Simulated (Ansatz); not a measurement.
The relaxed structure here is a generated cell of Si2Ni: the first start was made by placing the elements on the sites of a structure type, and the end was not matched to a known phase here, so it may be hypothetical. Known forms of Si2Ni include space group No. 225.

One stationary structure of Si$_{2}$Ni. Space group P1 (No. 1). All values below come from PBEsol (plane waves to 420 eV, PAW, scalar-relativistic; Ansatz, an electronic-structure program).

```cif
data_Ni3Si6
_chemical_formula_sum 'Ni3 Si6'
_space_group_name_H-M_alt 'P 1'
_space_group_IT_number 1
_cell_length_a 4.31366
_cell_length_b 5.08797
_cell_length_c 5.68688
_cell_angle_alpha 98.697
_cell_angle_beta 99.747
_cell_angle_gamma 105.081
loop_
_space_group_symop_operation_xyz
  'x, y, z'
loop_
_atom_site_label
_atom_site_type_symbol
_atom_site_fract_x
_atom_site_fract_y
_atom_site_fract_z
_atom_site_occupancy
Ni1 Ni 0.37301 0.39755 0.32354 1
Ni2 Ni 0.64480 0.16832 0.65420 1
Ni3 Ni 0.06689 0.61789 0.97290 1
Si1 Si 0.81630 0.20691 0.28510 1
Si2 Si 0.78654 0.74769 0.63245 1
Si3 Si 0.34950 0.06048 0.96258 1
Si4 Si 0.22298 0.80569 0.40210 1
Si5 Si 0.20744 0.35104 0.68281 1
Si6 Si 0.62923 0.70295 0.09661 1
```

- Volume per atom = 12.92 Å³
- Band gap = no gap (metallic)
- Shortest distances = Ni–Si 2.24 Å; Si–Si 2.35 Å; Ni–Ni 2.63 Å
- k-mesh = 11×9×8

Band energies at high-symmetry points (eV from the Fermi level; labels of this space group; no spin-orbit coupling), from −5 eV up to 3.6 eV:

```tsv
point	energies
Γ	-4.35 -4.24 -4.13 -3.75 -3.39 -3.32 -3.19 -3.06 -2.88 -2.79 -2.66 -2.56 -2.48 -2.00 -1.89 -1.80 -1.31 -0.76 0.21 0.56 1.24 2.07 2.54 3.06 3.31
X	-4.99 -4.89 -4.72 -4.34 -3.90 -3.69 -3.59 -3.56 -3.38 -2.98 -2.86 -2.80 -2.61 -2.52 -2.39 -2.13 -1.74 -1.57 -1.42 -0.86 -0.26 0.41 0.74 1.29 1.62 2.59 2.96
Y	-4.47 -4.20 -4.00 -3.95 -3.72 -3.61 -3.42 -3.21 -3.14 -2.92 -2.68 -2.57 -2.38 -2.22 -2.10 -1.75 -0.91 -0.72 0.36 0.65 0.71 1.61 1.86 2.25 2.46 2.68 2.90
Z	-4.42 -4.13 -3.90 -3.85 -3.56 -3.20 -3.11 -2.98 -2.82 -2.56 -2.49 -2.37 -2.26 -1.99 -1.62 -1.16 -0.78 -0.51 -0.17 0.82 1.98
R2	-4.84 -4.09 -3.96 -3.88 -3.64 -3.58 -3.46 -3.29 -2.92 -2.78 -2.67 -2.55 -2.38 -2.03 -1.90 -1.48 -0.88 -0.62 0.55 0.77 1.19 1.72 2.04 2.27 2.95
T2	-4.34 -3.91 -3.83 -3.49 -3.32 -3.24 -3.09 -2.87 -2.76 -2.63 -2.53 -2.40 -2.27 -2.02 -1.29 -1.08 -0.49 0.48 1.65 2.15 3.04 3.53
U2	-4.50 -4.39 -4.34 -4.07 -3.74 -3.69 -3.38 -3.35 -3.08 -2.82 -2.73 -2.61 -2.37 -2.25 -2.00 -1.64 -1.51 -1.11 -0.52 0.47 1.22 1.87 2.16 2.47 2.71 3.14
V2	-4.45 -4.26 -4.21 -4.01 -3.58 -3.36 -3.29 -3.11 -3.03 -2.93 -2.87 -2.61 -2.45 -2.19 -2.11 -1.65 -1.19 -0.20 0.11 0.66 1.04 1.44 2.06 2.69 2.85 3.12 3.26
```

No spin polarisation in the result. A magnetic state may lie lower.

It was reached from a disturbed copy of a P3₁21 (No. 152) cell, against which it lies -0.19 eV/atom.
